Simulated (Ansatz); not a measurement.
How far is PAW off for PbF$_{2}$?

```yaml
crystal:
  lattice:
    - [0.00000, 2.96985, 2.96985]
    - [2.96985, 0.00000, 2.96985]
    - [2.96985, 2.96985, 0.00000]
  atoms:
    - { symbol: Pb, position: [0.00000, 0.00000, 0.00000] }
    - { symbol: F, position: [0.25000, 0.25000, 0.25000] }
    - { symbol: F, position: [0.75000, 0.75000, 0.75000] }
```

Atoms are numbered in the order listed.

The conventional cell has a = 5.940 Å, b = 5.940 Å, c = 5.940 Å, α = 90.00°, β = 90.00°, γ = 90.00°. Around Pb (atom 1) lie 8 F at 2.57 Å. F (atom 2) has 4 Pb at 2.57 Å as nearest neighbours.

The cell is COD entry 9014557, as deposited and not checked against the literature; nothing was relaxed.

No spin–orbit coupling, which matters for the heavy atoms here.

Methods: DFT, PBE, PAW with Ansatz's default frozen-core files, scalar-relativistic (Ansatz 0.2.0); DFT, PBE, all-electron LAPW, scalar-relativistic (Ansatz 0.2.0).

For PAW: a Γ-centred 7×7×7 k mesh, Fermi–Dirac smearing of 0.03 eV, cutoff 420 eV, no spin polarisation. LAPW targets a basis error of 0.5 meV/atom. The Ansatz runs share mesh, smearing and spin set-up. Plane-wave (PAW) pressures include the program's estimate of the Pulay term.

Stress and pressure are positive in compression.

Levels count from the top of the valence band.

```csv
quantity,PAW,LAPW
pressure (GPa),2.20,2.21
band gap (eV),4.420,4.414
highest filled level at U (eV),-0.032,-0.033
lowest empty level at U (eV),5.316,5.311
highest filled level at W (eV),0.000,0.000
lowest empty level at W (eV),6.051,6.046
highest filled level at Γ (eV),-1.948,-1.949
lowest empty level at Γ (eV),6.770,6.768
```

PAW's pressure differs from the LAPW value by about 0.01 GPa or less.
